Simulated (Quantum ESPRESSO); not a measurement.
Zn4S3O, input and log of a self-consistent run

A calculation, not a measurement. The program is pw.x of Quantum ESPRESSO 7.5 (plane-wave density functional theory). The cell is made up: 8 atoms on a wurtzite lattice, with randomly drawn elements, strain and displacements, not relaxed. PseudoDojo standard norm-conserving files (v0.5 for PBE, v0.4.1 for LDA and PBEsol) set the functional; there is no spin polarisation, spin-orbit coupling or dispersion term, and the masses in the input are unused placeholders.

Input:

```
&control calculation='scf', pseudo_dir='./dojo.nc.sr.pbe.v0_5.standard.upf', outdir='./o', disk_io='low', tprnfor=.true., tstress=.true. /
&system ibrav=0, nat=8, ntyp=3, nbnd=58, ecutwfc=84.00895049, nosym=.true., tot_charge=0,
 occupations='smearing', smearing='fd', degauss=0.0018374661
/
&electrons conv_thr=7.350e-09, electron_maxstep=60, /
ATOMIC_SPECIES
O 1.0 O.upf
S 1.0 S.upf
Zn 1.0 Zn.upf
CELL_PARAMETERS angstrom
4.0115 -0.0141 -0.0348
-0.0244 6.8303 0.1255
-0.0568 0.1183 6.3866
ATOMIC_POSITIONS angstrom
Zn 0.0115 0.027 -0.0005
Zn 2.0408 3.4253 0.0506
Zn 1.9505 1.1908 3.2729
Zn -0.0175 4.5887 3.3001
S -0.0545 -0.0219 2.472
S 2.0389 3.4126 2.4818
O 1.9973 1.2287 5.5975
S -0.084 4.7027 5.5835
K_POINTS automatic
4 4 4 1 1 1
```

The log is shortened where brackets say so; the opening notice, blank lines, dates and the lines on written files are dropped, and the path of the files is cut. It prints rydbergs, bohrs and kilobars, and counts compression as positive stress. With no partly filled state, the Fermi energy that it prints is only some level between the filled and the empty states on the mesh, and need not lie in the true gap.

```
     Program PWSCF v.7.5
     Parallel version (MPI & OpenMP), running on       4 processor cores
     Number of MPI processes:                 4
     Threads/MPI process:                     1
     [start-up lines left out]
     bravais-lattice index     =            0
     lattice parameter (alat)  =       7.5810  a.u.
     unit-cell volume          =    1180.3929 (a.u.)^3
     number of atoms/cell      =            8
     number of atomic types    =            3
     number of electrons       =       104.00
     number of Kohn-Sham states=           58
     kinetic-energy cutoff     =      84.0090  Ry
     charge density cutoff     =     336.0358  Ry
     scf convergence threshold =      7.3E-09
     mixing beta               =       0.7000
     number of iterations used =            8  plain     mixing
     Exchange-correlation= PBE
                           (   1   4   3   4   0   0   0)
     [axes and pseudopotential details left out]
   Cartesian axes
     site n.     atom                  positions (alat units)
         1        Zn     tau(   1) = (   0.0028666   0.0067304  -0.0001246  )
         2        Zn     tau(   2) = (   0.5087151   0.8538327   0.0126132  )
         3        Zn     tau(   3) = (   0.4862058   0.2968336   0.8158436  )
         4        Zn     tau(   4) = (  -0.0043623   1.1438362   0.8226238  )
         5        S      tau(   5) = (  -0.0135853  -0.0054591   0.6162014  )
         6        S      tau(   6) = (   0.5082415   0.8506670   0.6186442  )
         7        O      tau(   7) = (   0.4978717   0.3062810   1.3953022  )
         8        S      tau(   8) = (  -0.0209389   1.1722533   1.3918124  )
     number of k points=    32  Fermi-Dirac smearing, width (Ry)=  0.0018
                       cart. coord. in units 2pi/alat
        k(    1) = (   0.1259393   0.0724282   0.0782959), wk =   0.0625000
        k(    2) = (   0.1272920   0.0695465   0.2353962), wk =   0.0625000
     [further k points left out]
     Dense  grid:   122807 G-vectors     FFT dimensions: (  45,  75,  72)
     Estimated max dynamical RAM per process >     289.53 MB
     Estimated total dynamical RAM >       1.04 GB
     Initial potential from superposition of free atoms
     starting charge     103.9994, renormalised to     104.0000
     Starting wfcs are   56 randomized atomic wfcs +    2 random wfcs
     total cpu time spent up to now is        2.6 secs
     per-process dynamical memory:   205.9 Mb
     Self-consistent Calculation
     iteration #  1     ecut=    84.01 Ry     beta= 0.70
     Davidson diagonalization with overlap
     ethr =  1.00E-02,  avg # of iterations =  4.4
     total cpu time spent up to now is        7.9 secs
     total energy              =   -1771.06059037 Ry
     estimated scf accuracy    <       1.14620839 Ry
     iteration #  2     ecut=    84.01 Ry     beta= 0.70
     Davidson diagonalization with overlap
     ethr =  1.10E-03,  avg # of iterations =  6.6
     total cpu time spent up to now is       14.4 secs
     total energy              =   -1770.23540363 Ry
     estimated scf accuracy    <       8.72394877 Ry
     iteration #  3     ecut=    84.01 Ry     beta= 0.70
     Davidson diagonalization with overlap
     ethr =  1.10E-03,  avg # of iterations =  5.2
     total cpu time spent up to now is       20.6 secs
     total energy              =   -1771.64719261 Ry
     estimated scf accuracy    <       0.50232655 Ry
     iteration #  4     ecut=    84.01 Ry     beta= 0.70
     Davidson diagonalization with overlap
     ethr =  4.83E-04,  avg # of iterations =  2.0
     total cpu time spent up to now is       25.5 secs
     total energy              =   -1771.68036695 Ry
     estimated scf accuracy    <       0.07258189 Ry
     iteration #  5     ecut=    84.01 Ry     beta= 0.70
     Davidson diagonalization with overlap
     ethr =  6.98E-05,  avg # of iterations =  3.2
     total cpu time spent up to now is       30.6 secs
     total energy              =   -1771.67816829 Ry
     estimated scf accuracy    <       0.01816260 Ry
     [iterations 6 to 7 left out]
     iteration #  8     ecut=    84.01 Ry     beta= 0.70
     Davidson diagonalization with overlap
     ethr =  1.56E-07,  avg # of iterations =  2.0
     total cpu time spent up to now is       47.0 secs
     total energy              =   -1771.68132403 Ry
     estimated scf accuracy    <       0.00001019 Ry
     iteration #  9     ecut=    84.01 Ry     beta= 0.70
     Davidson diagonalization with overlap
     ethr =  9.80E-09,  avg # of iterations =  2.9
     total cpu time spent up to now is       52.5 secs
     total energy              =   -1771.68132641 Ry
     estimated scf accuracy    <       0.00000069 Ry
     iteration # 10     ecut=    84.01 Ry     beta= 0.70
     Davidson diagonalization with overlap
     ethr =  6.61E-10,  avg # of iterations =  2.4
     total cpu time spent up to now is       57.6 secs
     total energy              =   -1771.68132654 Ry
     estimated scf accuracy    <       0.00000008 Ry
     iteration # 11     ecut=    84.01 Ry     beta= 0.70
     Davidson diagonalization with overlap
     ethr =  7.37E-11,  avg # of iterations =  3.2
     total cpu time spent up to now is       63.3 secs
     total energy              =   -1771.68132656 Ry
     estimated scf accuracy    <       0.00000004 Ry
     iteration # 12     ecut=    84.01 Ry     beta= 0.70
     Davidson diagonalization with overlap
     ethr =  3.94E-11,  avg # of iterations =  2.0
     total cpu time spent up to now is       68.1 secs
     End of self-consistent calculation
          k = 0.1259 0.0724 0.0783 ( 15339 PWs)   bands (ev):
  -119.7193-119.6404-119.4457-119.4123 -73.8844 -73.8769 -73.8743 -73.8000
   -73.7974 -73.7795 -73.6167 -73.6110 -73.5811 -73.5699 -73.5696 -73.5356
   -10.0282  -7.2147  -6.6819  -6.5310  -0.9747  -0.9371  -0.8836  -0.8041
    -0.7903  -0.6692  -0.6628  -0.6340  -0.5801  -0.5429  -0.5257  -0.5090
    -0.4359  -0.3837  -0.3632  -0.3163  -0.3027  -0.2767  -0.2612  -0.2030
     0.7636   1.2604   1.8390   2.8049   3.1239   3.7435   3.8687   4.0262
     4.2852   4.3451   4.8381   4.9648   6.9403   8.4978   8.9690   9.3896
    10.4988  11.0595
     [levels at the other k points left out]
     the Fermi energy is     6.3191 ev
!    total energy              =   -1771.68132657 Ry
     estimated scf accuracy    <          7.1E-10 Ry
     smearing contrib. (-TS)   =      -0.00000000 Ry
     internal energy E=F+TS    =   -1771.68132657 Ry
     The total energy is F=E-TS. E is the sum of the following terms:
     one-electron contribution =   -1503.36124970 Ry
     hartree contribution      =     766.03692702 Ry
     xc contribution           =    -206.50669246 Ry
     ewald contribution        =    -827.85031143 Ry
     convergence has been achieved in  12 iterations
     Forces acting on atoms (cartesian axes, Ry/au):
     atom    1 type  3   force =    -0.00502079    0.03240195   -0.01890017
     atom    2 type  3   force =    -0.00473928   -0.03063811   -0.01306873
     atom    3 type  3   force =     0.00172713   -0.01205722    0.04007546
     atom    4 type  3   force =     0.00460249   -0.00988823   -0.01836083
     atom    5 type  2   force =     0.00597570    0.02613911   -0.01605409
     atom    6 type  2   force =    -0.01142409    0.00377492   -0.00976081
     atom    7 type  1   force =    -0.00057385    0.00065077   -0.00448089
     atom    8 type  2   force =     0.00945268   -0.01038318    0.04055007
     Total force =     0.088622     Total SCF correction =     0.000205
     Computing stress (Cartesian axis) and pressure
          total   stress  (Ry/bohr**3)                   (kbar)     P=      -85.66
  -0.00069580   0.00003431   0.00001955         -102.36        5.05        2.88
   0.00003431  -0.00052526  -0.00007715            5.05      -77.27      -11.35
   0.00001955  -0.00007715  -0.00052582            2.88      -11.35      -77.35
     init_run     :      2.43s CPU      2.54s WALL (       1 calls)
     electrons    :     65.32s CPU     65.53s WALL (       1 calls)
     forces       :      0.91s CPU      0.91s WALL (       1 calls)
     stress       :      3.00s CPU      3.00s WALL (       1 calls)
     [timing details left out]
     PWSCF        :   1m11.74s CPU   1m12.09s WALL
     JOB DONE.
```

In other units: free energy -24104.952 eV for the cell, pressure -8.57 GPa, largest force component 1.043 eV/Å. A rerun of this cell at 1437 eV and a 6 x 6 x 6 mesh moved values by no more than 0.016 eV in energy, 0.13 GPa in stress and 0.006 eV/Å in force.